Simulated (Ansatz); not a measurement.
The elements of this relaxed trial crystal are hidden behind letters.

```
lattice vectors (Å)
  -2.1338    2.1338   15.0730
   2.1338   -2.1338   15.0730
   2.1338    2.1338  -15.0730
fractional positions
X 0.5960 0.5960 0.0000
X 0.2019 0.2019 0.0000
X 0.7981 0.7981 0.0000
X 0.4040 0.4040 0.0000
X 0.0000 0.0000 0.0000
Z 0.8511 0.3511 0.5000
Z 0.6489 0.1489 0.5000
Q 0.2500 0.7500 0.5000
Q 0.4521 0.9521 0.5000
Q 0.0479 0.5479 0.5000
```

All numbers below come from Ansatz, DFT PBE, scalar-relativistic, plane waves, PAW. The final run on the 10-atom cell used 420 eV, a Γ-centred 10×10×10 mesh, 0.02 eV smearing and no spin polarisation.

| Quantity | Value |
| --- | --- |
| Space group | I-4m2 (No. 119) |
| Conventional cell | a = 4.268 Å, c = 30.146 Å |
| Volume per atom | 27.45 Å³ |
| Density | 4.94 g/cm³ |
| Energy over the elements | −0.643 eV/atom |
| Gap on the 10×10×10 mesh of the 10-atom cell | 0.76 eV |

Energies are uncorrected and count from the elements' standard states at the same level.

Problem. X is a d-block element of period 5, Z is a p-block element of period 4 and Q is a p-block element of period 3. Which elements are they?

Solution. X = Cd, Z = Se, Q = S, so the formula is Cd5Se2S3. Density times volume gives a mean mass of 4.94 × 27.45/1.6605 = 81.7 u per atom, and this set has 81.6 u. Around Cd on a site of symmetry 2mm lie 2 S at 2.58 Å and 2 Se at 2.67 Å; around Se lie 4 Cd at 2.66–2.67 Å; S on a site of symmetry -4m2 is surrounded by 4 Cd at 2.58 Å; 3 more sites not described. Other sets within the hints have nearly the same mass, so mass alone doesn't settle it; this one was computed.

Kohn–Sham gaps at this level usually fall short of measured ones. A later test with randomly moved atoms came back to the same energy, though modes that don't fit the test's cell weren't probed.
